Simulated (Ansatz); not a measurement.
A relaxation computed with Ansatz, from input to last step.

```yaml
crystal:
  lattice:
    - [5.2298408288, 0.0, 0.0]
    - [0.0, 5.2298408288, 0.0]
    - [0.0, 0.0, 5.2298408288]
  atoms:
    - { symbol: Te, position: [0.0, 0.0, 0.0] }
    - { symbol: Te, position: [0.5, 0.5, 0.5] }
    - { symbol: Pt, position: [0.25, 0.25, 0.25] }
    - { symbol: Pt, position: [0.25, 0.75, 0.75] }
    - { symbol: Pt, position: [0.75, 0.75, 0.25] }
    - { symbol: Pt, position: [0.75, 0.25, 0.75] }
basis:
  ecutwfc: 420
kpoints:
  mp_grid: { grid: [4, 4, 4] }
hamiltonian:
  xc: pbe
scf:
  occupations: { method: gaussian, width: 0.1 }
  lower_state_search: "off"
output:
  forces: true
  stress: true
  eigenvalues: true
relax:
  adjacent_minimum: "off"
  f_tol: 0.04
  max_steps: 70
  cell: { stress_tol: 0.4 }
```

```bash
ansatz run input.yaml --threads 1 --pin off --max-ram 2560MiB --backend cpu --events-out ev --progress --plain --runs-dir out
```

These are results of Ansatz 0.2.0, DFT PBE, scalar-relativistic, plane waves, PAW, not measurements.

Of 8 frames 7 are shown, positions in Å and forces in eV/Å; the SCF threshold varies from step to step. Steps run on the plane waves of an earlier cell, with a Pulay correction in the pressure. The basis is chosen afresh for the last frame, the zero of the energies, and at times for earlier ones too; energy and pressure step there, also at an unchanged geometry. Here that happened at step 6 (-6 meV/atom, 0.4 GPa); the frames before carry an error of that size.

```xyz
6
Lattice="5.2298 0.0000 0.0000 0.0000 5.2298 0.0000 0.0000 0.0000 5.2298" Properties=species:S:1:pos:R:3:forces:R:3 pbc="T T T" step=1 free_energy_over_end_meV_per_atom=688.88 pressure_GPa=36.42
Te    0.0000    0.0000    0.0000    0.0000    0.0000    0.0000
Te    2.6149    2.6149    2.6149    0.0000    0.0000    0.0000
Pt    1.3075    1.3075    1.3075    0.0000    0.0000    0.0000
Pt    1.3075    3.9224    3.9224    0.0000    0.0000    0.0000
Pt    3.9224    3.9224    1.3075    0.0000    0.0000    0.0000
Pt    3.9224    1.3075    3.9224    0.0000    0.0000    0.0000
6
Lattice="5.4848 0.0000 0.0000 0.0000 5.4848 0.0000 0.0000 0.0000 5.4848" Properties=species:S:1:pos:R:3:forces:R:3 pbc="T T T" step=2 free_energy_over_end_meV_per_atom=155.60 pressure_GPa=13.10
Te    0.0000    0.0000    0.0000    0.0000    0.0000    0.0000
Te    2.7424    2.7424    2.7424    0.0000    0.0000    0.0000
Pt    1.3712    1.3712    1.3712    0.0000    0.0000    0.0000
Pt    1.3712    4.1136    4.1136    0.0000    0.0000    0.0000
Pt    4.1136    4.1136    1.3712    0.0000    0.0000    0.0000
Pt    4.1136    1.3712    4.1136    0.0000    0.0000    0.0000
6
Lattice="5.6518 0.0000 0.0000 0.0000 5.6518 0.0000 0.0000 0.0000 5.6518" Properties=species:S:1:pos:R:3:forces:R:3 pbc="T T T" step=3 free_energy_over_end_meV_per_atom=24.43 pressure_GPa=3.93
Te    0.0000    0.0000    0.0000    0.0000    0.0000    0.0000
Te    2.8259    2.8259    2.8259    0.0000    0.0000    0.0000
Pt    1.4129    1.4129    1.4129    0.0000    0.0000    0.0000
Pt    1.4129    4.2388    4.2388    0.0000    0.0000    0.0000
Pt    4.2388    4.2388    1.4129    0.0000    0.0000    0.0000
Pt    4.2388    1.4129    4.2388    0.0000    0.0000    0.0000
6
Lattice="5.7297 0.0000 0.0000 0.0000 5.7297 0.0000 0.0000 0.0000 5.7297" Properties=species:S:1:pos:R:3:forces:R:3 pbc="T T T" step=4 free_energy_over_end_meV_per_atom=7.00 pressure_GPa=0.70
Te    0.0000    0.0000    0.0000    0.0000    0.0000    0.0000
Te    2.8649    2.8649    2.8649    0.0000    0.0000    0.0000
Pt    1.4324    1.4324    1.4324    0.0000    0.0000    0.0000
Pt    1.4324    4.2973    4.2973    0.0000    0.0000    0.0000
Pt    4.2973    4.2973    1.4324    0.0000    0.0000    0.0000
Pt    4.2973    1.4324    4.2973    0.0000    0.0000    0.0000
6
Lattice="5.7489 0.0000 0.0000 0.0000 5.7489 0.0000 0.0000 0.0000 5.7489" Properties=species:S:1:pos:R:3:forces:R:3 pbc="T T T" step=5 free_energy_over_end_meV_per_atom=6.41 pressure_GPa=-0.01
Te    0.0000    0.0000    0.0000    0.0000    0.0000    0.0000
Te    2.8745    2.8745    2.8745    0.0000    0.0000    0.0000
Pt    1.4372    1.4372    1.4372    0.0000    0.0000    0.0000
Pt    1.4372    4.3117    4.3117    0.0000    0.0000    0.0000
Pt    4.3117    4.3117    1.4372    0.0000    0.0000    0.0000
Pt    4.3117    1.4372    4.3117    0.0000    0.0000    0.0000
6
Lattice="5.7489 0.0000 0.0000 0.0000 5.7489 0.0000 0.0000 0.0000 5.7489" Properties=species:S:1:pos:R:3:forces:R:3 pbc="T T T" step=6 free_energy_over_end_meV_per_atom=0.28 pressure_GPa=0.42
Te    0.0000    0.0000    0.0000    0.0000    0.0000    0.0000
Te    2.8745    2.8745    2.8745    0.0000    0.0000    0.0000
Pt    1.4372    1.4372    1.4372    0.0000    0.0000    0.0000
Pt    1.4372    4.3117    4.3117    0.0000    0.0000    0.0000
Pt    4.3117    4.3117    1.4372    0.0000    0.0000    0.0000
Pt    4.3117    1.4372    4.3117    0.0000    0.0000    0.0000
6
Lattice="5.7603 0.0000 0.0000 0.0000 5.7603 0.0000 0.0000 0.0000 5.7603" Properties=species:S:1:pos:R:3:forces:R:3 pbc="T T T" step=8 free_energy_over_end_meV_per_atom=0.00 pressure_GPa=0.05
Te    0.0000    0.0000    0.0000    0.0000    0.0000    0.0000
Te    2.8802    2.8802    2.8802    0.0000    0.0000    0.0000
Pt    1.4401    1.4401    1.4401    0.0000    0.0000    0.0000
Pt    1.4401    4.3202    4.3202    0.0000    0.0000    0.0000
Pt    4.3202    4.3202    1.4401    0.0000    0.0000    0.0000
Pt    4.3202    1.4401    4.3202    0.0000    0.0000    0.0000
```

The start puts this composition into another compound's structure type, which needn't suit it. The cell swells from 23.8 to 31.9 Å³ an atom, so the end can be far from any stable crystal. At the end the space group is Pn-3m (tolerance 0.05 Å).

It took 29 s on 1 thread of Intel(R) Xeon(R) 6975P-C (Granite Rapids), on a shared host, peak memory 0.52 GiB.

The k mesh is coarse. Spin–orbit coupling is left out, which can shift energies with elements as heavy as these.